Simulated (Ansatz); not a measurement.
A relaxation computed with Ansatz, from input to last step.

```yaml
crystal:
  lattice:
    - [5.1087558602, 0.0, 0.0]
    - [-2.5543779301, 4.4243123567, 0.0]
    - [0.0, 0.0, 4.1193483961]
  atoms:
    - { symbol: Al, position: [0.6666666667, 0.3333333333, 0.25] }
    - { symbol: Al, position: [0.3333333333, 0.6666666667, 0.75] }
    - { symbol: Ni, position: [0.3282934231, 0.1641467115, 0.75], spin: -0.36 }
    - { symbol: Ni, position: [0.8358532885, 0.1641467115, 0.75], spin: -0.36 }
    - { symbol: Ni, position: [0.8358532885, 0.6717065769, 0.75], spin: -0.36 }
    - { symbol: Ni, position: [0.6717065769, 0.8358532885, 0.25], spin: -0.36 }
    - { symbol: Ni, position: [0.1641467115, 0.8358532885, 0.25], spin: -0.36 }
    - { symbol: Ni, position: [0.1641467115, 0.3282934231, 0.25], spin: -0.36 }
basis:
  ecutwfc: 500
kpoints:
  mp_grid: { grid: [12, 12, 10] }
hamiltonian:
  xc: r2scan
scf:
  occupations: { method: gaussian, width: 0.1 }
output:
  forces: true
  stress: true
  eigenvalues: true
  populations: true
magnetization:
  spin_polarized: true
relax:
  adjacent_minimum: "off"
  f_tol: 0.01
  max_steps: 30
  cell: { stress_tol: 0.1, fix: [volume] }
```

```bash
ansatz run input.yaml --threads 2 --pin off --max-ram 5120MiB --backend cpu --events-out ev --progress --plain --runs-dir out
```

Theory: Ansatz 0.2.0, DFT r2SCAN, scalar-relativistic, plane waves, PAW.

The volume is held at 1.06 times that of the relaxed cell.

Of 4 frames 3 are shown, positions in Å and forces in eV/Å; the SCF threshold varies from step to step. Steps run on the plane waves of an earlier cell, with a Pulay correction in the pressure. The basis is chosen afresh for the last frame, the zero of the energies, and at times for earlier ones too; energy and pressure can step there, also at an unchanged geometry. Where two frames share a geometry here, they differ by under 2 meV/atom and 0.3 GPa.

```xyz
8
Lattice="5.1088 0.0000 0.0000 -2.5544 4.4243 0.0000 0.0000 0.0000 4.1193" Properties=species:S:1:pos:R:3:forces:R:3 pbc="T T T" step=1 free_energy_over_end_meV_per_atom=0.02 pressure_GPa=-10.23
Al    2.5544    1.4748    1.0298    0.0000    0.0000    0.0000
Al    0.0000    2.9495    3.0895    0.0000    0.0000    0.0000
Ni    1.2579    0.7262    3.0895   -0.0219   -0.0127    0.0000
Ni    3.8509    0.7262    3.0895    0.0219   -0.0127    0.0000
Ni    2.5544    2.9718    3.0895    0.0000    0.0253    0.0000
Ni    1.2965    3.6981    1.0298    0.0219    0.0127    0.0000
Ni   -1.2965    3.6981    1.0298   -0.0219    0.0127    0.0000
Ni    0.0000    1.4525    1.0298    0.0000   -0.0253    0.0000
8
Lattice="5.1089 0.0000 0.0000 -2.5545 4.4245 0.0000 0.0000 0.0000 4.1190" Properties=species:S:1:pos:R:3:forces:R:3 pbc="T T T" step=2 free_energy_over_end_meV_per_atom=0.01 pressure_GPa=-10.23
Al    2.5545    1.4748    1.0298    0.0000    0.0000    0.0000
Al    0.0000    2.9497    3.0893    0.0000    0.0000    0.0000
Ni    1.2573    0.7259    3.0893   -0.0134   -0.0078    0.0000
Ni    3.8516    0.7259    3.0893    0.0134   -0.0078    0.0000
Ni    2.5545    2.9726    3.0893    0.0000    0.0155    0.0000
Ni    1.2971    3.6986    1.0298    0.0134    0.0078    0.0000
Ni   -1.2971    3.6986    1.0298   -0.0134    0.0078    0.0000
Ni    0.0000    1.4518    1.0298    0.0000   -0.0155    0.0000
8
Lattice="5.1092 0.0000 0.0000 -2.5546 4.4247 0.0000 0.0000 0.0000 4.1186" Properties=species:S:1:pos:R:3:forces:R:3 pbc="T T T" step=4 free_energy_over_end_meV_per_atom=0.00 pressure_GPa=-10.22
Al    2.5546    1.4749    1.0297    0.0000    0.0000    0.0000
Al    0.0000    2.9498    3.0890    0.0000    0.0000    0.0000
Ni    1.2565    0.7254    3.0890    0.0000    0.0000    0.0000
Ni    3.8528    0.7254    3.0890    0.0000    0.0000    0.0000
Ni    2.5546    2.9739    3.0890    0.0000   -0.0001    0.0000
Ni    1.2982    3.6993    1.0297    0.0000    0.0000    0.0000
Ni   -1.2982    3.6993    1.0297    0.0000    0.0000    0.0000
Ni    0.0000    1.4508    1.0297    0.0000    0.0001    0.0000
```

The run took 5.4 min on 2 threads of Oxide Virtual Turin-like Processor (Zen 5), on a shared host, peak memory 1.6 GiB.

The state reached may not be the lowest one.